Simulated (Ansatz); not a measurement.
Here is the system:

BaTiO$_{3}$:
```
CELL_PARAMETERS angstrom
      3.93514     0.00000     0.00000
      0.00000     3.93514     0.00000
      0.00000     0.00000     3.93514
ATOMIC_POSITIONS crystal
  Ba 0.50000 0.50000 0.50000
  Ti 0.00000 0.00000 0.00000
  O  0.50000 0.00000 0.00000
  O  0.00000 0.50000 0.00000
  O  0.00000 0.00000 0.50000
```

This is the LDA-relaxed structure.

All from LDA in the plane-wave PAW code Ansatz, unless another level is named. Estimate the band gap.

1.83 eV (indirect).

Predict the smallest direct gap on the standard path.

1.87 eV.

Next, the electron effective mass, band 3 of 3 at the edge?

0.38 along [100], 0.38 along [110], 0.51 along [111] (mₑ).

Give the conduction-band minimum.

at Γ.

Space group Pm-3m (cubic perovskite). This is a known high-temperature phase of the composition, computed here at zero pressure and temperature. The cell was relaxed with LDA under the symmetry of its start. At this level the phase is dynamically unstable (imaginary phonons). No spin polarisation was allowed. Scalar-relativistic: spin–orbit coupling is off unless named, which matters more the heavier the elements.

Potentials: the earlier of the program's two PAW sets. The files were generated under PBE; for other functionals the program regenerates the frozen cores, and for LDA and PBEsol the local potential too.
